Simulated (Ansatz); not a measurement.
## Two states of EuSbAu

```
CELL_PARAMETERS angstrom
4.68995 0.00000 0.00000
-2.34498 4.06162 0.00000
0.00000 0.00000 8.52408
ATOMIC_POSITIONS crystal
Sb 0.33330 0.66670 0.25000
Sb 0.66660 0.33330 0.75000
Au 0.33330 0.66670 0.75000
Au 0.66660 0.33330 0.25000
Eu 0.00000 0.00000 0.00000
Eu 0.00000 0.00000 0.50000
```

Method: r2SCAN; PAW, plane waves to 500 eV, 5×5×2 (shifted by 0, 0, 0.5 steps) mesh, methfessel-paxton occupations (width 0.2018 eV) (Ansatz 0.2.0), atoms fixed.

State A: Eu5 up, Eu6 up (collinear spin). State B: Eu5 up, Eu6 down (collinear spin).

**Question.** Compare the two self-consistent states.

**Answer.** State A is lower by 1.2 meV an atom at zero smearing. So small a gap isn't resolved on this mesh where a state is a metal.

```json
{"state": "A", "free energy (meV/atom)": "0.0", "largest moment in a small sphere (μB)": "6.92", "net moment (μB/cell)": "14.04", "gap on mesh (eV)": "metal", "pressure (GPa)": "-0.1", "largest force (eV/Å)": "0.00"}
{"state": "B", "free energy (meV/atom)": "1.5", "largest moment in a small sphere (μB)": "6.92", "net moment (μB/cell)": "0.00", "gap on mesh (eV)": "0.08 (under the smearing)", "pressure (GPa)": "0.0", "largest force (eV/Å)": "0.00"}
```

Origin: a database entry at a rescaled volume. Caveats: the k mesh is coarse if the cell is a metal; wide smearing; f shells without a U or exact exchange are poorly placed.
